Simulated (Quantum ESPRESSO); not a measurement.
## Band energies of WSe₂

```
CELL_PARAMETERS angstrom
      3.27995     0.00000     0.00000
     -1.63998     2.84052     0.00000
      0.00000     0.00000    12.78121
ATOMIC_POSITIONS crystal
  Se 0.33333 0.66667 0.88184
  Se 0.66667 0.33333 0.11816
  Se 0.66667 0.33333 0.38184
  Se 0.33333 0.66667 0.61816
  W  0.66667 0.33333 0.75000
  W  0.33333 0.66667 0.25000
```

norm-conserving PBEsol (Quantum ESPRESSO, 86 Ry, with spin-orbit coupling); path ΓMKΓALHA,LM,KH; energies in eV from the valence-band maximum.

```csv
k (1/Å),point,band 92,band 93,band 94,band 95,band 96,band 97,band 98,band 99
0.00,Γ,0.00,2.38,2.38,2.45,2.45,2.57,2.57,2.58
0.18,,-0.20,2.25,2.25,2.33,2.33,2.37,2.37,2.46
0.55,,-1.27,1.17,1.17,1.87,1.87,1.98,1.98,2.23
0.74,,-1.34,1.38,1.38,1.83,1.83,1.97,1.97,2.24
1.11,M,-1.06,1.97,1.97,1.99,1.99,2.29,2.29,2.56
1.53,,-0.40,1.48,1.48,1.68,1.68,1.98,1.98,2.51
1.74,K,-0.14,1.19,1.19,1.28,1.28,1.71,1.71,2.69
2.11,,-0.79,1.08,1.08,2.00,2.00,2.11,2.11,2.38
2.29,,-0.97,0.75,0.75,1.83,1.83,1.97,1.97,2.11
2.66,,-0.70,1.51,1.51,1.93,1.93,2.10,2.10,2.27
3.02,Γ,0.00,2.38,2.38,2.45,2.45,2.57,2.57,2.58
3.02,A,-0.21,2.40,2.40,2.40,2.40,2.64,2.64,2.64
3.34,,-0.62,1.95,1.95,1.95,1.95,2.32,2.32,2.32
3.50,,-1.09,1.63,1.63,1.63,1.63,2.11,2.11,2.11
3.81,,-1.37,1.74,1.74,1.74,1.74,2.03,2.03,2.03
4.13,L,-1.18,2.00,2.00,2.00,2.00,2.49,2.49,2.49
4.29,,-0.81,1.92,1.92,2.06,2.06,2.31,2.31,2.64
4.61,,-0.39,1.42,1.42,1.52,1.52,2.32,2.32,2.36
4.77,H,-0.22,1.23,1.23,1.28,1.28,2.26,2.26,2.26
5.09,,-0.74,1.48,1.48,1.60,1.60,2.34,2.34,2.35
5.40,,-1.04,1.11,1.11,1.34,1.34,2.03,2.03,2.07
5.56,,-0.97,1.42,1.42,1.55,1.55,2.02,2.02,2.07
5.88,,-0.30,2.30,2.30,2.35,2.35,2.49,2.49,2.51
6.04,A,-0.21,2.40,2.40,2.40,2.40,2.64,2.64,2.64
6.04,L,-1.18,2.00,2.00,2.00,2.00,2.49,2.49,2.49
6.29,M,-1.06,1.97,1.97,1.99,1.99,2.29,2.29,2.56
6.29,K,-0.14,1.19,1.19,1.28,1.28,1.71,1.71,2.69
6.53,H,-0.22,1.23,1.23,1.28,1.28,2.26,2.26,2.26
```

The PBEsol gap is indirect, 0.75 eV, from Γ to 43 % of the way from K to Γ; the smallest direct gap is 1.33 eV.

Geometry relaxed with PBE+D3(BJ).
